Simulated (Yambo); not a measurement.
Yambo run on WSe2 (space group P6_3/mmc, No. 194). The wavefunctions are PBE (stringent potentials; pw.x of Quantum ESPRESSO, ONCV potentials, no spin-orbit coupling) ones on a 3×3×1 mesh (62 occupied bands); a = 3.280 Å, b = 3.280 Å, c = 12.781 Å, α = 90.00°, β = 90.00°, γ = 120.00°.

Yambo input:

```
rim_cut
HF_and_locXC
RandQpts= 1000000
RandGvec= 1 Ry
EXXRLvcs= 104 Ry
VXCRLvcs= 416 Ry
% QPkrange
 1 | 1 | 62 | 63 |
 3 | 3 | 62 | 63 |
%
```

k points by index: 1 = Γ, 3 = K.

Resulting energies as the program prints them:

```
#    K-point    Band    Eo [eV]    Ehf [eV]    Vxc [eV]    Vnlxc [eV]
#
    1    62    0.000000    -0.217419    -16.10456    -16.32198
    1    63    2.628527    7.218010    -16.02076    -11.43128
    3    62    -0.185141    -0.762570    -15.60276    -16.18019
    3    63    1.377182    6.328532    -16.29200    -11.34065
```
Exchange alone, without screening.

Geometry relaxed with PBE+D3(BJ).
